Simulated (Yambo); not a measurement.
Yambo run on WSe2 (space group P6_3/mmc, No. 194). The wavefunctions are norm-conserving PBE (stringent potentials; Quantum ESPRESSO, 104 Ry, scalar-relativistic) ones on a 3×3×1 mesh (62 occupied bands); a = 3.2800 Å, b = 3.2800 Å, c = 12.7812 Å, α = 90.00°, β = 90.00°, γ = 120.00°.

Yambo input:

```
rim_cut
gw0
dyson
el_el_corr
HF_and_locXC
ppa
em1d
RandQpts= 1000000
RandGvec= 1 Ry
EXXRLvcs= 104 Ry
VXCRLvcs= 416 Ry
Chimod= "HARTREE"
% BndsRnXp
 39 | 399 |
%
NGsBlkXp= 7 Ry
% LongDrXp
 1.0 | 1.0 | 1.0 |
%
PPAPntXp= 27.2114 eV
% GbndRnge
 1 | 399 |
%
GTermKind= "BG"
DysSolver= "n"
ExtendOut
% QPkrange
 1 | 1 | 62 | 62 |
 3 | 3 | 62 | 63 |
%
```

k points by index: 1 = Γ, 3 = K.

Resulting energies as the program prints them:

```
#    K-point    Band    Eo [eV]    E [eV]    E-Eo [eV]    Vxc [eV]    Vnlxc [eV]    Sc|Eo [eV]    Sc|E [eV]    dSc/dw|Eo [eV]    Re(Z)    Im(Z)
#
    1    62    0.000000    0.064658    0.064658    -16.10456    -16.32198    0.299162    0.282077    -7.193746    0.790909    -0.001272
    3    62    -0.185141    -0.175089    0.010052    -15.60276    -16.18019    0.590138    0.587481    -7.223376    0.790228    -0.001276
    3    63    1.377182    1.891029    0.513847    -16.29200    -11.34065    -4.297253    -4.437503    -7.425153    0.785623    -0.001761
```
(The two width columns are left out.) Convergence of these settings isn't established.

Spin-orbit coupling is not included.

Geometry relaxed with PBE+D3(BJ).
